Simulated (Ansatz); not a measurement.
A geometry of Se away from equilibrium: the start of the relaxation of a relaxed Se cell stretched uniformly to 115 % of its volume. Computed with PBE (plane waves to 420 eV, PAW, scalar-relativistic; Ansatz, a program for electronic structure). Γ-centred k-mesh 6×6×5 on the run's cell (coarser than for final values), Fermi–Dirac smearing 0.05 eV.

```xyz
3
Lattice="4.7454 0.0000 0.0000 -2.3727 4.1096 0.0000 0.0000 0.0000 5.2829" Properties=species:S:1:pos:R:3 pbc="T T T"
Se     1.0364     0.0000     4.4024
Se    -0.5182     0.8976     0.8805
Se     1.8545     3.2121     2.6415
```

Question: Predict the force on each atom, in eV/Å.

Answer: 
```tsv
atom	Fx	Fy	Fz
Se1	-1.13	0.00	0.00
Se2	0.56	-0.98	0.00
Se3	0.56	0.98	0.00
```

Question: What is the pressure?

Answer: -4.8 GPa, compression positive.

No spin polarisation in the result. No dispersion correction is included, so spacings between layers, chains or molecules are soft and tend to come out too large.

The run could not lose the symmetry of its start.

Without dispersion the volume is uncertain too.
